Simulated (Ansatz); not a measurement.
## Stability checks on a candidate for Zr3TiC4

The structure comes from a generated guess, relaxed at this level; another structure or a mixture of phases may lie lower.

All numbers below come from Ansatz 0.2.0, DFT PBE, scalar-relativistic, plane waves, PAW. Settings of the last relaxation (8-atom cell): 420 eV, 12×12×4 k points, Gaussian smearing of 0.10 eV, no spin polarisation.

```
Zr Ti C
1.0
     3.27963    0.00000    0.00000
     0.00000    3.27963    0.00000
     0.00000    0.00000    9.23298
Zr Ti C
3 1 4
Direct
  0.00000 0.00000 0.24287
  0.50000 0.50000 0.50000
  0.00000 0.00000 0.75713
  0.50000 0.50000 0.00000
  0.00000 0.00000 0.00000
  0.50000 0.50000 0.24036
  0.00000 0.00000 0.50000
  0.50000 0.50000 0.75964
```

The zero of energy is the elements' standard structures at the same level; no fitted shifts are applied.

**Question.** These tests were run: energy against the elements; random kick, then relaxation without symmetry; phonons on a 2×2×1 q mesh. What do they show?

**Answer.**

```csv
test,result
energy against the elements,−0.80 eV/atom
"random kick, then relaxation without symmetry",returns
phonons on a 2×2×1 q mesh,no imaginary mode on the mesh
```

It fails none of these tests. Other phases of the system weren't compared here, so this isn't yet thermodynamic stability.

The reference form of C is held partly by dispersion forces, which this level lacks. The kick test ran on a coarse mesh. The run for the phonons used a 12×12×4 k mesh and Fermi–Dirac smearing of 0.15 eV.
